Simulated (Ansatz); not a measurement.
The cell below belongs to a search over invented structures; it isn't taken from experiment.

Input and command of a plane-wave DFT calculation in Ansatz:

```yaml
crystal:
  lattice:
    - [3.9129480537, 0.0, 0.0]
    - [0.0, 3.9129480537, 0.0]
    - [0.0, 0.0, 10.9207787474]
  atoms:
    - { symbol: Al, position: [0.5, 0.5, 0.0] }
    - { symbol: Ga, position: [0.0, 0.0, 0.7500074959] }
    - { symbol: Ga, position: [0.5, 0.5, 0.5] }
    - { symbol: Ga, position: [0.0, 0.0, 0.2499925041] }
    - { symbol: P, position: [0.5, 0.0, 0.3750536625] }
    - { symbol: P, position: [0.0, 0.5, 0.1242891751] }
    - { symbol: P, position: [0.5, 0.0, 0.8757108249] }
    - { symbol: P, position: [0.0, 0.5, 0.6249463375] }
basis:
  ecutwfc: 420
kpoints:
  mp_grid: { grid: [8, 8, 4] }
hamiltonian:
  xc: pbe
scf:
  occupations: { method: gaussian, width: 0.02 }
output:
  forces: true
  stress: true
  eigenvalues: true
relax:
  adjacent_minimum: "off"
  f_tol: 0.01
  max_steps: 80
  cell: { stress_tol: 0.05 }
```

```bash
ansatz run input.yaml --threads 1 --pin off --max-ram 2560MiB --backend cpu --events-out ev --progress --plain --runs-dir out
```

Processor: Intel(R) Xeon(R) Processor @ 2.50GHz (Skylake/Cascade Lake), 1 thread, on a host shared with other jobs.

**Question.** How long does it run, and how much memory does it take?

**Answer.** About 3.5 min, peak memory 0.55 GiB. It solves 39 bands at 45 k points (after reduction by symmetry) with about 3325 plane waves (on the last cell), in 21 SCF iterations over 4 ionic steps.
